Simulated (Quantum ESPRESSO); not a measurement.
Zr5RuPtSn, one run as intended and one with a planted mistake

Computed values, not a measurement. The program is pw.x of Quantum ESPRESSO 7.5 (plane-wave density functional theory). The cell is made up: eight metal atoms on a hexagonal close-packed lattice, with elements, volume, strain and displacements drawn at random and not relaxed, so it may be unstable or far from any real phase. PseudoDojo standard norm-conserving files set the functional (PBE unless stated); there is no spin polarisation or spin-orbit coupling, the Fermi-Dirac width of 0.25 eV means electrons at about 2900 K, and the masses in the input are unused placeholders. The tin pseudopotential is less sure than most, with forces differing by about three percent from a second method on plain tin. Heavy elements are run without spin-orbit coupling, which real alloys of them have. A spin test at this wide smearing found no moment, but such smearing suppresses magnetism that the real alloy may have.

Intended input:

```
&control calculation='scf', pseudo_dir='./dojo.nc.sr.pbe.v0_5.standard.upf', outdir='./o', disk_io='minimal', tprnfor=.true., tstress=.true. /
&system ibrav=0, nat=8, ntyp=4, nbnd=71, ecutwfc=84.00895049, nosym=.true., tot_charge=0,
 occupations='smearing', smearing='fd', degauss=0.0183746611
/
&electrons conv_thr=1.470e-08, electron_maxstep=70, mixing_beta=0.5 /
ATOMIC_SPECIES
Pt 1.0 Pt.upf
Ru 1.0 Ru.upf
Sn 1.0 Sn.upf
Zr 1.0 Zr.upf
CELL_PARAMETERS angstrom
-0.0089 0.0378 -4.8687
-0.0222 5.3519 -0.041
6.2023 -0.0256 0.0112
ATOMIC_POSITIONS angstrom
Zr -0.0359 -0.0489 0.0174
Zr 3.0982 -0.0775 -0.004
Zr 1.5767 2.6909 -0.045
Ru 4.6503 2.6891 0.0048
Zr -0.054 1.732 -2.5007
Pt 3.1147 1.7418 -2.4518
Zr 1.5222 4.519 -2.5177
Sn 4.661 4.5036 -2.5024
K_POINTS automatic
5 5 4 1 1 1
```

The log is shortened where brackets say so; the opening notice, blank lines, dates and the lines on written files are dropped, and the path of the files is cut. It prints rydbergs, bohrs and kilobars, and counts compression as positive stress. Its total energy is the free energy E - TS of the whole cell.

Log of the intended run:

```
     Program PWSCF v.7.5
     Parallel version (MPI & OpenMP), running on       4 processor cores
     Number of MPI processes:                 4
     Threads/MPI process:                     1
     [start-up lines left out]
     bravais-lattice index     =            0
     lattice parameter (alat)  =       9.2008  a.u.
     unit-cell volume          =    1090.5252 (a.u.)^3
     number of atoms/cell      =            8
     number of atomic types    =            4
     number of electrons       =       108.00
     number of Kohn-Sham states=           71
     kinetic-energy cutoff     =      84.0090  Ry
     charge density cutoff     =     336.0358  Ry
     scf convergence threshold =      1.5E-08
     mixing beta               =       0.5000
     number of iterations used =            8  plain     mixing
     Exchange-correlation= PBE
                           (   1   4   3   4   0   0   0)
     [axes and pseudopotential details left out]
   Cartesian axes
     site n.     atom                  positions (alat units)
         1        Zr     tau(   1) = (  -0.0073734  -0.0100434   0.0035737  )
         2        Zr     tau(   2) = (   0.6363303  -0.0159175  -0.0008215  )
         3        Zr     tau(   3) = (   0.3238338   0.5526762  -0.0092424  )
         4        Ru     tau(   4) = (   0.9551116   0.5523065   0.0009859  )
         5        Zr     tau(   5) = (  -0.0110909   0.3557305  -0.5136115  )
         6        Pt     tau(   6) = (   0.6397192   0.3577433  -0.5035681  )
         7        Zr     tau(   7) = (   0.3126402   0.9281443  -0.5171031  )
         8        Sn     tau(   8) = (   0.9573093   0.9249814  -0.5139607  )
     number of k points=    50  Fermi-Dirac smearing, width (Ry)=  0.0184
                       cart. coord. in units 2pi/alat
        k(    1) = (   0.0986797   0.0906216  -0.0994800), wk =   0.0400000
        k(    2) = (   0.2949357   0.0914329  -0.0998324), wk =   0.0400000
     [further k points left out]
     Dense  grid:   113447 G-vectors     FFT dimensions: (  54,  60,  72)
     Estimated max dynamical RAM per process >     399.50 MB
     Estimated total dynamical RAM >       1.48 GB
     Initial potential from superposition of free atoms
     starting charge     107.9857, renormalised to     108.0000
     Starting wfcs are   79 randomized atomic wfcs
     total cpu time spent up to now is        7.4 secs
     per-process dynamical memory:   311.2 Mb
     Self-consistent Calculation
     iteration #  1     ecut=    84.01 Ry     beta= 0.50
     Davidson diagonalization with overlap
     ethr =  1.00E-02,  avg # of iterations =  2.3
     total cpu time spent up to now is       22.7 secs
     total energy              =   -1124.35466766 Ry
     estimated scf accuracy    <       4.69680656 Ry
     iteration #  2     ecut=    84.01 Ry     beta= 0.50
     Davidson diagonalization with overlap
     ethr =  4.35E-03,  avg # of iterations =  3.1
     total cpu time spent up to now is       40.3 secs
     total energy              =   -1125.45139457 Ry
     estimated scf accuracy    <      29.69186703 Ry
     [iterations 3 to 16 left out]
     iteration # 17     ecut=    84.01 Ry     beta= 0.50
     Davidson diagonalization with overlap
     ethr =  1.74E-10,  avg # of iterations =  1.8
     total cpu time spent up to now is      257.8 secs
     total energy              =   -1127.33378110 Ry
     estimated scf accuracy    <       0.00000003 Ry
     iteration # 18     ecut=    84.01 Ry     beta= 0.50
     Davidson diagonalization with overlap
     ethr =  2.68E-11,  avg # of iterations =  2.6
     total cpu time spent up to now is      271.7 secs
     End of self-consistent calculation
     [lines on levels left out]
!    total energy              =   -1127.33378110 Ry
     estimated scf accuracy    <          5.3E-09 Ry
     smearing contrib. (-TS)   =      -0.13995478 Ry
     internal energy E=F+TS    =   -1127.19382632 Ry
     The total energy is F=E-TS. E is the sum of the following terms:
     one-electron contribution =    -265.80437551 Ry
     hartree contribution      =     190.24628028 Ry
     xc contribution           =    -226.25176165 Ry
     ewald contribution        =    -825.38396944 Ry
     convergence has been achieved in  18 iterations
     Forces acting on atoms (cartesian axes, Ry/au):
     atom    1 type  4   force =    -0.00983735   -0.02304630   -0.02962627
     atom    2 type  4   force =     0.02691796    0.05473264   -0.00791892
     atom    3 type  4   force =     0.03312426   -0.03332243   -0.00772724
     atom    4 type  2   force =     0.00953273    0.00316408   -0.00415742
     atom    5 type  4   force =    -0.04128195    0.05464385    0.01410625
     atom    6 type  1   force =    -0.01764075    0.00598068    0.00044828
     atom    7 type  4   force =     0.02700201   -0.00638421    0.01945937
     atom    8 type  3   force =    -0.02781691   -0.05576830    0.01541595
     Total force =     0.134835     Total SCF correction =     0.000331
     Computing stress (Cartesian axis) and pressure
          total   stress  (Ry/bohr**3)                   (kbar)     P=       20.82
   0.00002176   0.00015692  -0.00002253            3.20       23.08       -3.31
   0.00015692  -0.00000623   0.00000452           23.08       -0.92        0.67
  -0.00002253   0.00000452   0.00040906           -3.31        0.67       60.17
     init_run     :      6.92s CPU      7.20s WALL (       1 calls)
     electrons    :    257.96s CPU    264.38s WALL (       1 calls)
     forces       :      2.53s CPU      2.55s WALL (       1 calls)
     stress       :      8.96s CPU      9.14s WALL (       1 calls)
     [timing details left out]
     PWSCF        :   4m36.53s CPU   4m43.53s WALL
     JOB DONE.
```

A second run has one planted mistake: two atoms have their elements exchanged. The input lines that differ:

```
- Ru 4.6503 2.6891 0.0048
+ Zr 4.6503 2.6891 0.0048
- Zr 1.5222 4.519 -2.5177
+ Ru 1.5222 4.519 -2.5177
```

Its log:

```
     Program PWSCF v.7.5
     Parallel version (MPI & OpenMP), running on       4 processor cores
     Number of MPI processes:                 4
     Threads/MPI process:                     1
     [start-up lines left out]
     bravais-lattice index     =            0
     lattice parameter (alat)  =       9.2008  a.u.
     unit-cell volume          =    1090.5252 (a.u.)^3
     number of atoms/cell      =            8
     number of atomic types    =            4
     number of electrons       =       108.00
     number of Kohn-Sham states=           71
     kinetic-energy cutoff     =      84.0090  Ry
     charge density cutoff     =     336.0358  Ry
     scf convergence threshold =      1.5E-08
     mixing beta               =       0.5000
     number of iterations used =            8  plain     mixing
     Exchange-correlation= PBE
                           (   1   4   3   4   0   0   0)
     [axes and pseudopotential details left out]
   Cartesian axes
     site n.     atom                  positions (alat units)
         1        Zr     tau(   1) = (  -0.0073734  -0.0100434   0.0035737  )
         2        Zr     tau(   2) = (   0.6363303  -0.0159175  -0.0008215  )
         3        Zr     tau(   3) = (   0.3238338   0.5526762  -0.0092424  )
         4        Zr     tau(   4) = (   0.9551116   0.5523065   0.0009859  )
         5        Zr     tau(   5) = (  -0.0110909   0.3557305  -0.5136115  )
         6        Pt     tau(   6) = (   0.6397192   0.3577433  -0.5035681  )
         7        Ru     tau(   7) = (   0.3126402   0.9281443  -0.5171031  )
         8        Sn     tau(   8) = (   0.9573093   0.9249814  -0.5139607  )
     number of k points=    50  Fermi-Dirac smearing, width (Ry)=  0.0184
                       cart. coord. in units 2pi/alat
        k(    1) = (   0.0986797   0.0906216  -0.0994800), wk =   0.0400000
        k(    2) = (   0.2949357   0.0914329  -0.0998324), wk =   0.0400000
     [further k points left out]
     Dense  grid:   113447 G-vectors     FFT dimensions: (  54,  60,  72)
     Estimated max dynamical RAM per process >     399.50 MB
     Estimated total dynamical RAM >       1.48 GB
     Initial potential from superposition of free atoms
     starting charge     107.9857, renormalised to     108.0000
     Starting wfcs are   79 randomized atomic wfcs
     total cpu time spent up to now is        7.3 secs
     per-process dynamical memory:   303.2 Mb
     Self-consistent Calculation
     iteration #  1     ecut=    84.01 Ry     beta= 0.50
     Davidson diagonalization with overlap
     ethr =  1.00E-02,  avg # of iterations =  2.4
     total cpu time spent up to now is       23.1 secs
     total energy              =   -1124.91921010 Ry
     estimated scf accuracy    <       3.88607472 Ry
     iteration #  2     ecut=    84.01 Ry     beta= 0.50
     Davidson diagonalization with overlap
     ethr =  3.60E-03,  avg # of iterations =  3.1
     total cpu time spent up to now is       40.6 secs
     total energy              =   -1125.81344697 Ry
     estimated scf accuracy    <      22.71649832 Ry
     [iterations 3 to 14 left out]
     iteration # 15     ecut=    84.01 Ry     beta= 0.50
     Davidson diagonalization with overlap
     ethr =  1.32E-09,  avg # of iterations =  2.0
     total cpu time spent up to now is      227.9 secs
     total energy              =   -1127.34035314 Ry
     estimated scf accuracy    <       0.00000031 Ry
     iteration # 16     ecut=    84.01 Ry     beta= 0.50
     Davidson diagonalization with overlap
     ethr =  2.87E-10,  avg # of iterations =  1.5
     total cpu time spent up to now is      240.8 secs
     End of self-consistent calculation
     [lines on levels left out]
!    total energy              =   -1127.34035317 Ry
     estimated scf accuracy    <       0.00000001 Ry
     smearing contrib. (-TS)   =      -0.14141289 Ry
     internal energy E=F+TS    =   -1127.19894028 Ry
     The total energy is F=E-TS. E is the sum of the following terms:
     one-electron contribution =    -264.47340088 Ry
     hartree contribution      =     189.61144308 Ry
     xc contribution           =    -226.25882272 Ry
     ewald contribution        =    -826.07815976 Ry
     convergence has been achieved in  16 iterations
     Forces acting on atoms (cartesian axes, Ry/au):
     atom    1 type  4   force =     0.04063338   -0.01125217   -0.02168110
     atom    2 type  4   force =    -0.02309486    0.04124588   -0.00435281
     atom    3 type  4   force =     0.01001099   -0.00169631   -0.00443976
     atom    4 type  4   force =    -0.02835958   -0.01875145   -0.02007133
     atom    5 type  4   force =     0.04462396    0.01763030    0.02000818
     atom    6 type  1   force =    -0.01265096    0.00366215    0.00110298
     atom    7 type  2   force =    -0.00184236   -0.00146083    0.00266629
     atom    8 type  3   force =    -0.02932057   -0.02937756    0.02676755
     Total force =     0.107293     Total SCF correction =     0.000323
     Computing stress (Cartesian axis) and pressure
          total   stress  (Ry/bohr**3)                   (kbar)     P=       18.70
  -0.00000786   0.00006292  -0.00001535           -1.16        9.26       -2.26
   0.00006292   0.00021411   0.00002674            9.26       31.50        3.93
  -0.00001535   0.00002674   0.00017505           -2.26        3.93       25.75
     init_run     :      6.83s CPU      7.12s WALL (       1 calls)
     electrons    :    232.89s CPU    233.51s WALL (       1 calls)
     forces       :      2.52s CPU      2.54s WALL (       1 calls)
     stress       :      8.96s CPU      9.14s WALL (       1 calls)
     [timing details left out]
     PWSCF        :   4m11.40s CPU   4m12.53s WALL
     JOB DONE.
```

|  | intended run | run with the mistake |
| --- | --- | --- |
| free energy (eV) | -15338.157 | -15338.247 |
| entropy term -TS, part of it (eV) | -1.904 | -1.924 |
| pressure (GPa) | 2.08 | 1.87 |
| size of the largest force component (eV/Å) | 1.434 | 1.147 |
| largest change of a force component (eV/Å) |  | 2.209 |
| iterations | 18 | 16 |

For scale, a rerun of the intended cell at a higher cutoff and on a denser mesh moved values by no more than 0.004 eV in energy, 0.02 GPa in stress and 0.006 eV/Å in force, and a second program with other atomic files agreed on that cell to 2 % rms in force and 0.5 GPa in pressure.